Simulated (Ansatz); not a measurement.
This guess for Ga3As2N is about to be relaxed.

Space group I-4m2 (No. 119). a = 3.770 Å, b = 3.770 Å, c = 15.995 Å, α = 90.00°, β = 90.00°, γ = 90.00°
| atom | site | symmetry | x | y | z |
| --- | --- | --- | --- | --- | --- |
| Ga | 4e | 2mm. | 0.5000 | 0.5000 | 0.3333 |
| Ga | 2b | -4m2 | 0.5000 | 0.5000 | 0.0000 |
| As | 4f | 2mm. | 0.5000 | 0.0000 | 0.0833 |
| N | 2c | -4m2 | 0.0000 | 0.5000 | 0.2500 |

Theory: DFT PBE, scalar-relativistic, plane waves, PAW (Ansatz 0.2.0). Cutoff 420 eV, Gaussian smearing, Γ-centred meshes. Cell and atoms relax first on a coarse mesh and then on a finer one. In between, the cell is made exact in the group found at 0.06 Å. In metals the finer mesh still leaves noise of several meV/atom or more. The steps can't lower the symmetry of their start. No spin polarisation.

A guess keeps its type if space group and coordination stay and the shape of the cell changes little (axis ratios within about 15 %, angles within 6°); the volume may change.

**Question.** Does it keep its structure type, or change into something else?

**Answer.** It keeps its type. The symmetry stays I-4m2 (No. 119). The volume per atom grows by 0.9 %, from 18.9 to 19.1 Å³. The shortest distance goes from 2.31 Å (Ga–As and Ga–N) to 2.13 Å (Ga–N). The ratio c/a of the conventional cell changes by a factor of 0.99. Counting neighbours within 15 % of an atom's shortest distance, the start has As 4, Ga 4, N 4 and the end As 4, Ga 4, N 4.

The last run used a 14×14×14 mesh for its 6-atom cell and Gaussian smearing of 0.10 eV. Symmetry constrained the relaxation, so the result can be a saddle point.
